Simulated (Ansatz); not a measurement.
This guess for NaH4 is about to be relaxed.

```xyz
5
Lattice="3.4215 0.0000 0.0000 -1.7108 2.9631 0.0000 0.0000 0.0000 7.3905" Properties=species:S:1:pos:R:3 pbc="T T T"
Na    0.0000    0.0000    0.0000
H     0.0000    1.9754    1.8476
H     0.0000    1.9754    5.5429
H     1.7108    0.9877    1.8476
H     1.7108    0.9877    5.5429
```

All numbers below come from Ansatz 0.2.0, DFT PBE, scalar-relativistic, plane waves, PAW. Cutoff 420 eV, Gaussian smearing, Γ-centred meshes. Cell and atoms relax first on a coarse mesh and then on a finer one. In between, the cell is made exact in the group found at 0.06 Å. In metals the finer mesh still leaves noise of several meV/atom or more. The steps can't lower the symmetry of their start. No spin polarisation.

A guess keeps its type if space group and coordination stay and the shape of the cell changes little (axis ratios within about 15 %, angles within 6°); the volume may change.

Q: Will the relaxed cell still be of the starting type?

A: It doesn't keep its type. The symmetry stays P6/mmm (No. 191). The volume per atom grows by 26.2 %, from 15.0 to 18.9 Å³. The shortest distance goes from 1.98 Å (H–H) to 0.76 Å (H–H). The ratio c/a of the conventional cell changes by a factor of 0.67. Counting neighbours within 15 % of an atom's shortest distance, the start has H 3, Na 12 and the end H 1, Na 12. In detail, at the end Na has 12 H at 3.63 Å (long contacts); around H lie 1 H at 0.76 Å, 3 H at 2.44 Å, 3 H at 2.55 Å and 3 Na at 3.63 Å.

```cif
data_structure
_symmetry_space_group_name_H-M 'P 1'
_symmetry_Int_Tables_number 1
_cell_length_a 4.2188
_cell_length_b 4.2188
_cell_length_c 6.1324
_cell_angle_alpha 90.000
_cell_angle_beta 90.000
_cell_angle_gamma 120.000
_cell_volume 94.52
loop_
_atom_site_label
_atom_site_type_symbol
_atom_site_fract_x
_atom_site_fract_y
_atom_site_fract_z
_atom_site_occupancy
Na1 Na 0.00000 0.00000 0.00000 1
H1 H 0.33333 0.66667 0.43833 1
H2 H 0.33333 0.66667 0.56167 1
H3 H 0.66667 0.33333 0.43833 1
H4 H 0.66667 0.33333 0.56167 1
```

Energies over the elements count from the elements' standard structures at the same level (H₂ as a molecule), with no fitted energy shifts.

Q: At what energy does it end?

A: +0.09 eV/atom. The separate elements lie lower, so it is unstable against them.

The last run used a 12×12×6 mesh (in the run's order of axes) for its 5-atom cell and Gaussian smearing of 0.10 eV. Weakly bound directions are ill-defined at this level, which has no dispersion term. The cell is a metal run without spin; a magnetic state may lie lower. With hydrogen, zero-point motion can shift formation energies by some tens of meV/atom. Symmetry constrained the relaxation, so the result can be a saddle point.
